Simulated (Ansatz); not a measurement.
# Calculated quadrupolar parameters for AlRu under strain

The cell is an entry of the Crystallography Open Database (COD), relaxed with PBE at fixed cell and then changed (z stretched by 1 %, ions relaxed).

```
CELL_PARAMETERS angstrom
2.99160 0.00000 0.00000
0.00000 2.99160 0.00000
0.00000 0.00000 3.02152
ATOMIC_POSITIONS crystal
Al 0.00000 0.00000 0.00000
Ru 0.50000 0.50000 0.50000
```

Atoms are numbered from 1 in the order listed; like atoms form one site, named after its first atom.

Computed with Ansatz: DFT, PBE, plane waves and PAW, scalar-relativistic, 420 eV cutoff, Γ-centred 16×16×16 k-points, Fermi–Dirac smearing 0.05 eV.

C_Q = eQV_zz/h, which is 24.18 MHz for Q = 1 b and V_zz = 10²¹ V/m²; η = (V_xx − V_yy)/V_zz.

27Al: I = 5/2, Q = 146.6 mb; Ru-99: I = 5/2, Q = 79.00 mb. Q values from Pyykkö, Mol. Phys. 116, 1328 (2018).

| site | atoms (order as listed) | first shell | V_xx, V_yy, V_zz (10²¹ V/m²) | η | C_Q (MHz) |
| --- | --- | --- | --- | --- | --- |
| Al | 1 | 8 Ru at 2.60 Å, 6 Al at 2.99–3.02 Å | 0.00, 0.00, 0.00 | – | ≈0 |
| Ru | 2 | 8 Al at 2.60 Å, 6 Ru at 2.99–3.02 Å | -0.22, -0.22, 0.43 | 0.00 | 0.824 |

An axis of threefold or higher order runs through Ru, so V_zz lies along it and η is zero.

The run finds no gap above 0.1 eV (a metal, or nearly one), so the gradients can move by 10 % or more with the k-mesh. Without spin–orbit coupling (the program notes it for Ru) the gradients can shift somewhat, as the gap is small. With these PAW files V_zz is typically within 2 to 3 % of all-electron values, but misses above 10 % occur on Ru.

The relaxation (1 step) took 7.1 s of wall time (7.1 s of CPU time) and 0.51 GiB at its peak, on 1 thread of Intel Xeon 6975P-C (Granite Rapids) (x86_64; 16 cores open to the job, memory cap 3.0 GiB, no GPU), a shared host with a load of 0.5 a core.
